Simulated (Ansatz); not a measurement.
# Equation of state of ScIn3 from a dense series

```yaml
crystal:
  lattice:
    - [4.46000, 0.00000, 0.00000]
    - [0.00000, 4.46000, 0.00000]
    - [0.00000, 0.00000, 4.46000]
  atoms:
    - { symbol: Sc, position: [0.00000, 0.00000, 0.00000] }
    - { symbol: In, position: [0.00000, 0.50000, 0.50000] }
    - { symbol: In, position: [0.50000, 0.00000, 0.50000] }
    - { symbol: In, position: [0.50000, 0.50000, 0.00000] }
```

Atoms are numbered in the order listed.

The cell is COD entry 1539387, as deposited and not checked against the literature; nothing was relaxed.

Spin–orbit coupling is left out, though it moves levels of the heavy atoms by tenths of an eV or more.

Level of theory: DFT, PBEsol, all-electron LAPW, scalar-relativistic in Ansatz 0.2.0.

The runs use a Γ-centred 8×8×8 k mesh, Fermi–Dirac smearing of 0.08 eV, basis error target 1 meV/atom, no spin polarisation.

The cell is scaled evenly. Fractional coordinates are held (clamped ions).

```tsv
V (Å³/atom)	P (GPa)
21.292	2.58
21.736	1.07
21.957	0.37
22.179	-0.29
22.401	-0.91
22.623	-1.50
23.066	-2.58
23.510	-3.54
```

Problem. Fit a third-order Birch–Murnaghan curve to the pressures.

Solution. P = (3B0/2)(y^(7/2) − y^(5/2))[1 + (3/4)(B0′ − 4)(y − 1)] with y = (V0/V)^(2/3) fits within 0.01 GPa for V0 = 22.080 Å³/atom, B0 = 65.3 GPa and B0′ = 4.64.

Problem. Predict the pressure at the withheld volume, 20.848 Å³/atom.

Solution. There y = 1.0390, so the fit gives 4.28 GPa; the run gave 4.28 GPa.
